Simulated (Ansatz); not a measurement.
## Relaxing Zn₁₈O₁₇

Level of theory: Ansatz, DFT PBE, scalar-relativistic, plane waves, PAW. (420 eV cutoff, 3×3×3 k-mesh, Gaussian smearing of 0.01 eV, no spin polarisation)

What was changed: O vacancy (site b), charge +2, atoms relaxed at the host's cell.

In a supercell of 35 atoms the defect feels its periodic images.

Spin polarisation was left out.

Command:

```bash
ansatz run input.yaml --threads 4 --pin off --max-ram 8192MiB --backend cpu --events-out ev --progress --plain --runs-dir out
```

Input:

```yaml
crystal:
  lattice:
    - [4.919086036, -2.8400356471, 5.2932331946]
    - [0.0, 5.6800712941, 5.2932331946]
    - [-4.919086036, -2.8400356471, 5.2932331946]
  atoms:
    - { symbol: Zn, position: [0.6255669201, 0.2942673861, 0.6257215271] }
    - { symbol: Zn, position: [0.2768548468, 0.6114153663, 0.6103231098] }
    - { symbol: Zn, position: [0.9444205355, 0.2778055943, 0.2763628497] }
    - { symbol: Zn, position: [0.2768679338, 0.2778038259, 0.9439209279] }
    - { symbol: Zn, position: [0.6108183342, 0.6114196707, 0.2763448868] }
    - { symbol: Zn, position: [0.9444120988, 0.9438342266, 0.6103260271] }
    - { symbol: Zn, position: [0.2779496077, 0.9449352435, 0.2774367125] }
    - { symbol: Zn, position: [0.944254671, 0.6112345597, 0.9437686105] }
    - { symbol: Zn, position: [0.6108214651, 0.9438269896, 0.9439216501] }
    - { symbol: Zn, position: [0.2249993102, 0.2240996838, 0.5566200274] }
    - { symbol: Zn, position: [0.8740460866, 0.5430356565, 0.5678361775] }
    - { symbol: Zn, position: [0.5571065107, 0.2240946813, 0.2245340341] }
    - { symbol: Zn, position: [0.875931269, 0.2369760213, 0.8744845512] }
    - { symbol: Zn, position: [0.2221416921, 0.5552489711, 0.2216402134] }
    - { symbol: Zn, position: [0.5570985916, 0.8920195469, 0.5566100132] }
    - { symbol: Zn, position: [0.8882627115, 0.8891181445, 0.2216537437] }
    - { symbol: Zn, position: [0.5697449777, 0.5422538312, 0.870075072] }
    - { symbol: Zn, position: [0.2221433459, 0.8891074585, 0.8877679428] }
    - { symbol: O, position: [0.4076554751, 0.7347886581, 0.7378007575] }
    - { symbol: O, position: [0.067791563, 0.4052891643, 0.4071555059] }
    - { symbol: O, position: [0.4076506069, 0.4052790418, 0.0673125697] }
    - { symbol: O, position: [0.7382821485, 0.7348003432, 0.4071589445] }
    - { symbol: O, position: [0.067796086, 0.0746238283, 0.7378056194] }
    - { symbol: O, position: [0.4043767958, 0.0713846047, 0.4038983731] }
    - { symbol: O, position: [0.0701448499, 0.7371363373, 0.0696601502] }
    - { symbol: O, position: [0.7382815918, 0.0746236607, 0.0673252906] }
    - { symbol: O, position: [0.3559196898, 0.3493366598, 0.6818412776] }
    - { symbol: O, position: [0.0118185359, 0.6788061058, 0.6798246393] }
    - { symbol: O, position: [0.6823432119, 0.3493421153, 0.3554378533] }
    - { symbol: O, position: [0.0118290518, 0.347299432, 0.0113284278] }
    - { symbol: O, position: [0.348280944, 0.6820365498, 0.3477858905] }
    - { symbol: O, position: [0.682339358, 0.022925123, 0.6818484568] }
    - { symbol: O, position: [0.0150469831, 0.0152716867, 0.3477898788] }
    - { symbol: O, position: [0.6803151157, 0.6787997732, 0.0113143515] }
    - { symbol: O, position: [0.3482841344, 0.0152706358, 0.0145379404] }
  host:
    lattice:
      - [3.2793906907, 0.0, 0.0]
      - [-1.6396953453, 2.8400356471, 0.0]
      - [0.0, 0.0, 5.2932331946]
    atoms:
      - { symbol: Zn, position: [0.6666666667, 0.3333333333, 0.5006044163] }
      - { symbol: Zn, position: [0.3333333333, 0.6666666667, 0.0006044163] }
      - { symbol: O, position: [0.6666666667, 0.3333333333, 0.8797055837] }
      - { symbol: O, position: [0.3333333333, 0.6666666667, 0.3797055837] }
total_charge: 2
basis:
  ecutwfc: 420
  xc_grid: 2
kpoints:
  mp_grid: { grid: [3, 3, 3], shift: [0.0, 0.0, 0.0] }
hamiltonian:
  xc: pbe
scf:
  occupations: { method: gaussian, width: 0.01 }
output:
  forces: true
  stress: false
  eigenvalues: true
  charged_corrections:
    defect_position: [0.73767964, 0.40434631, 0.73767964]
    epsilon: [[10.5523, 0.0, 0.0], [0.0, 10.5523, 0.0], [0.0, 0.0, 11.5878]]
relax:
  adjacent_minimum: "off"
  f_tol: 0.025
  max_steps: 45
```

F is the free energy.

Steps:

| step | F − F(1) (eV) | largest force component (eV/Å) |
| --- | --- | --- |
| 1 | 0.0000 | 1.663 |
| 2 | -0.7867 | 1.563 |
| 3 | -1.7150 | 0.765 |
| 4 | -2.1606 | 0.377 |
| 5 | -2.2444 | 0.076 |
| 6 | -2.2468 | 0.014 |

Relaxed structure:

```cif
data_structure
_symmetry_space_group_name_H-M 'P 1'
_symmetry_Int_Tables_number 1
_cell_length_a 7.7641
_cell_length_b 7.7641
_cell_length_c 7.7641
_cell_angle_alpha 78.628
_cell_angle_beta 78.628
_cell_angle_gamma 78.628
_cell_volume 443.69
loop_
_atom_site_label
_atom_site_type_symbol
_atom_site_fract_x
_atom_site_fract_y
_atom_site_fract_z
_atom_site_occupancy
Zn1 Zn 0.58248 0.24956 0.58186 1
Zn2 Zn 0.28066 0.61155 0.60876 1
Zn3 Zn 0.94446 0.27649 0.28004 1
Zn4 Zn 0.28067 0.27648 0.94383 1
Zn5 Zn 0.60940 0.61154 0.28003 1
Zn6 Zn 0.94447 0.94774 0.60877 1
Zn7 Zn 0.27890 0.94597 0.27827 1
Zn8 Zn 0.94450 0.61159 0.94387 1
Zn9 Zn 0.60941 0.94774 0.94383 1
Zn10 Zn 0.21906 0.22248 0.55475 1
Zn11 Zn 0.92115 0.58825 0.51914 1
Zn12 Zn 0.55539 0.22248 0.21841 1
Zn13 Zn 0.92116 0.18687 0.92052 1
Zn14 Zn 0.22200 0.55727 0.22136 1
Zn15 Zn 0.55539 0.88616 0.55474 1
Zn16 Zn 0.89020 0.88909 0.22136 1
Zn17 Zn 0.51980 0.58824 0.92048 1
Zn18 Zn 0.22201 0.88908 0.88955 1
O1 O 0.40424 0.73769 0.73559 1
O2 O 0.07060 0.40333 0.40360 1
O3 O 0.40425 0.40334 0.06995 1
O4 O 0.73624 0.73769 0.40359 1
O5 O 0.07061 0.07132 0.73561 1
O6 O 0.40678 0.07388 0.40614 1
O7 O 0.07020 0.73728 0.06956 1
O8 O 0.73625 0.07133 0.06996 1
O9 O 0.34711 0.35027 0.68254 1
O10 O 0.01643 0.68351 0.68261 1
O11 O 0.68317 0.35025 0.34648 1
O12 O 0.01643 0.35034 0.01579 1
O13 O 0.34807 0.68268 0.34743 1
O14 O 0.68318 0.01419 0.68254 1
O15 O 0.01560 0.01516 0.34744 1
O16 O 0.68325 0.68350 0.01579 1
O17 O 0.34808 0.01515 0.01498 1
```

The run converged. Time: 4.9 min on 4 threads of Intel(R) Xeon(R) Processor @ 2.70GHz (shared host), peak memory 2.4 GiB.